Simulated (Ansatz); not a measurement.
Input:

AlRu (CsCl type)

```xyz
2
Lattice="2.9825 0.0000 0.0000 0.0000 2.9825 0.0000 0.0000 0.0000 2.9825" Properties=species:S:1:pos:R:3 pbc="T T T"
Al     0.0000     0.0000     0.0000
Ru     1.4913     1.4913     1.4913
```

In each cell atom 2 (Ru, nearest neighbour Al at 2.583 Å; its periodic images, 3.0 Å or more away, move with it) moves by s·(0.577, 0.577, 0.577) (along Cartesian [111]), the rest being held.

Level of theory: r2SCAN (plane waves to 500 eV, PAW, scalar-relativistic; Ansatz, a quantum-chemistry and plane-wave program). k mesh 13×13×13 (Γ-centred), Fermi-Dirac smearing 0.05 eV. E stands for the smeared free energy. Left out: 4 of 11 points, with atoms too close for the PAW data. With partly filled bands, energies and forces of such displacements shift with the k mesh and the smearing. AlRu is run without spin polarisation. AlRu was relaxed with its symmetry unable to fall. ΔE is measured from the undisplaced structure.

The scan covers s from -0.462 to 0.462 Å in 7 points.

Is this a single well or a double well?

A single well with its minimum at or next to zero displacement.

Is the energy the same for equal positive and negative displacements?

Even: the same for both signs. With its periodic images moving along, the atom's site symmetry in this cell is m-3m.

What force acts on the atom along the line at s = -0.462 Å?

5.55 eV/Å.

What is the energy change at s = 0.462 Å?

1063 meV/cell.

What is the force constant k = d²E/ds² of this move at s = 0?

8.11 eV/Å².

(A displaced cell: forces are minus the slopes of the energy, force constants its curvatures, and phonons follow from these.)
